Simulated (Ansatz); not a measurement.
# Computed properties of TiSb

TiSb:
```
CELL_PARAMETERS angstrom
      4.06304     0.00000     0.00000
     -2.03152     3.51869     0.00000
      0.00000     0.00000     6.16341
ATOMIC_POSITIONS crystal
  Ti 0.00000 0.00000 0.00000
  Ti 0.00000 0.00000 0.50000
  Sb 0.33333 0.66667 0.25000
  Sb 0.66667 0.33333 0.75000
```

Space group P6_3/mmc (No. 194), NiAs type; conventional cell a = b = 4.0630 Å, c = 6.1634 Å, α = β = 90.00°, γ = 120.00°.

Method: r²SCAN (plane waves, PAW; program Ansatz). The cell and atoms are relaxed at this level. Other levels are named where they apply.

### Cell and energy

| Quantity | Result |
|---|---|
| Volume per atom | 22.03 Å³ |
| Density | 6.39 g/cm³ |
| Formation energy from the elements (no fitted shifts) | -0.57 eV/atom |

### Electronic structure

| Quantity | Result |
|---|---|
| Electronic character | metallic (no gap) |
| Density of states at the Fermi level | 0.83 states/eV per atom (mean over ±0.08 eV) |
| Gap with spin–orbit coupling | none (metallic) |

### Mechanics

| Property | Value |
|---|---|
| Bulk modulus (Birch–Murnaghan fit) | 95.7 GPa |
| Pressure derivative B′ | 4.2 |

### Charges

| Property | Value |
|---|---|
| Bader charges | Ti +1.25, Sb -1.25 e |

The workflow started from an entry of the Crystallography Open Database (COD). Its standing as an ambient phase is unchecked. The cell was relaxed with r²SCAN under the symmetry of its start; whether a distortion lowers the energy is not shown. The run is not spin-polarised. The references are the lowest solids computed at this level, not always the standard phases. Scalar-relativistic: spin–orbit coupling is off unless named, which matters more the heavier the elements.

Potentials: the later of the program's two PAW sets.
